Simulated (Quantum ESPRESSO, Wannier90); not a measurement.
**Wannierisation of MgS (zinc blende)**

```
begin unit_cell_cart
ang
    0.0000000000    2.8331200000    2.8331200000
    2.8331200000    0.0000000000    2.8331200000
    2.8331200000    2.8331200000    0.0000000000
end unit_cell_cart
begin atoms_frac
Mg   0.0000000000  0.0000000000  0.0000000000
S    0.2500000000  0.2500000000  0.2500000000
end atoms_frac
```

Cell from Materials Project (mp-13032), symmetrised, no further relaxation. Not found in the COD (Crystallography Open Database) copy used, which has the formula in other groups; not checked further. Level: PBEsol, no spin polarisation, no spin-orbit coupling; pw.x of Quantum ESPRESSO at 68 Ry with PseudoDojo potentials, 10×10×10 k-points, Wannier90. Density: 10×10×10 mesh, cold smearing 0.01 Ry.

A tight-binding model is made by disentanglement and projection with no localisation steps (num_iter = 0), so the 8 orbitals stay atom-like: hydrogen-like Mg: s;p; S: s;p, axes along x, y, z; frozen window up to 4.78 eV relative to the valence-band maximum. It follows pw.x to 2.5 meV rms for states up to 4.3 eV relative to the valence-band maximum. Matrix elements depend on this choice of orbitals and windows.

Problem. What are the on-site energies relative to the valence-band maximum, and how fast do the hoppings decay?

Solution. 
```json
[
 {"atom": "Mg1", "orbitals": "s", "energy (eV)": "4.49"},
 {"atom": "Mg1", "orbitals": "pz px py", "energy (eV)": "7.28"},
 {"atom": "S2", "orbitals": "s", "energy (eV)": "-9.20"},
 {"atom": "S2", "orbitals": "pz px py", "energy (eV)": "0.57"}
]
```

```csv
distance of the centres (Å),largest modulus (eV)
2–3,1.2
4–5,0.50
5–6,0.066
6–7,0.076
7–8,0.0087
8–9,0.034
9–10,0.0066
10–11,0.0065
11–12,0.0061
12–13,0.0070
```
